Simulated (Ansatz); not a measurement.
A relaxed cell of TaRu (P4/mmm (No. 123)), relaxed on a k-mesh at least as fine as the one used below. Computed with PBEsol (plane waves to 420 eV, PAW, scalar-relativistic; Ansatz, a quantum-chemistry and plane-wave program). Γ-centred k-mesh 11×11×10 on the run's cell (coarser than for final values), Fermi–Dirac smearing 0.05 eV.

```xyz
2
Lattice="3.0245 0.0000 0.0000 0.0000 3.0245 0.0000 0.0000 0.0000 3.3863" Properties=species:S:1:pos:R:3 pbc="T T T"
Ta     1.5123     1.5123     1.6932
Ru     0.0000     0.0000     0.0000
```

The atoms are displaced by (Å):

| atom | ux | uy | uz |
|---|---|---|---|
| Ta1 | -0.197 | -0.062 | 0.107 |
| Ru2 | -0.007 | -0.066 | -0.066 |

What forces (eV/Å) and pressure result?


```json
[
 {"atom": "Ta1", "Fx": "1.11", "Fy": "-0.03", "Fz": "-1.17"},
 {"atom": "Ru2", "Fx": "-1.11", "Fy": "0.03", "Fz": "1.17"}
]
```

Pressure +5.6 GPa.

Estimate the energy cost of the displacement in the harmonic approximation and compare with the calculation.

For a harmonic well ΔE = −½ Σ F·u = 0.207 eV a cell, or 104 meV/atom. The calculated energy relative to the undisplaced cell is +0.10 eV/atom, so the harmonic estimate holds well.

No spin polarisation in the result.

The run that gave the undisplaced cell could not lose the symmetry of its start; a randomly shaken copy of 2 atoms returns to this structure.
